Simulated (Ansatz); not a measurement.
Te2Pt in space group R-3m (No. 166; Pt on 3a, Te on 6c), the program Ansatz at the LDA level (PAW), all energies at zero smearing, with the estimated change up to a 700 eV cutoff added, with one set of potentials and settings (totals compare only within such a set). Cell of 3 atoms (1 Pt, 2 Te): -25900.476 eV.

```
element              reference phase  E (eV/atom)
-------  ---------------------------  -----------
Pt        Fm-3m, 1 atoms in the cell  -12244.9860
Te       P3_121, 3 atoms in the cell   -6827.2001
```

Formation energy per atom, worked out: (-25900.476 − 1×(-12244.9860) − 2×(-6827.2001))/3 = -0.363 eV/atom (-35 kJ per mol of atoms), at 0 K, without zero-point energy or fitted corrections.

A made-up cell: these elements were put on the sites of a structure type; neither database checked (COD, Materials Project) lists it. COD files the formula under space group No. 164. Whether it is the stable phase at ambient conditions was not checked. Symmetry was held in the LDA relaxation; its stability against distortions is not shown here. The run is not spin-polarised. A crystal of weakly bound layers computed without a dispersion correction: the cell and the soft elastic constants depend strongly on that. The references are the lowest solids computed at this level, not always the standard phases. Scalar-relativistic: spin–orbit coupling is off unless named, which matters more the heavier the elements.

Potentials: the later of the program's two PAW sets.
